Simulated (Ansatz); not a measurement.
V2SiB2 in space group P-6m2 (No. 187; V on 2h, Si on 1a, B on 1b, B on 1f) at seven volumes, PBE (plane waves, PAW; program Ansatz), shape and atoms relaxed at each. One row is withheld.

| V (Å³/atom) | P (GPa) |
|---|---|
| 9.281 | 24.88 |
| 9.587 | 15.28 |
| 9.893 | 7.04 |
| 10.199 | -0.01 |
| 10.505 | -6.05 |
| 10.811 | ? |
| 11.117 | -15.54 |

Q: Fit the shown pressures and predict the withheld one.

A: Third-order Birch–Murnaghan: P = (3/2)B₀(x^(7/2) − x^(5/2))[1 + (3/4)(B′ − 4)(x − 1)] with x = (V₀/V)^(2/3). Least squares on the six rows gives V₀ = 10.199 Å³/atom, B₀ = 216.4 GPa, B′ = 4.22. At V = 10.811, x = 0.9619 and P = -11.15 GPa. The run itself gave -11.20 GPa.

The start of the workflow was typed in or built on a structure type; neither database checked (COD, Materials Project) lists it. Its standing as an ambient phase is unchecked. The PBE relaxation kept the symmetry of its start; whether a distortion lowers the energy is not shown. The workflow began spin-polarised and lost its moments.

Potentials: the earlier of the program's two PAW sets.
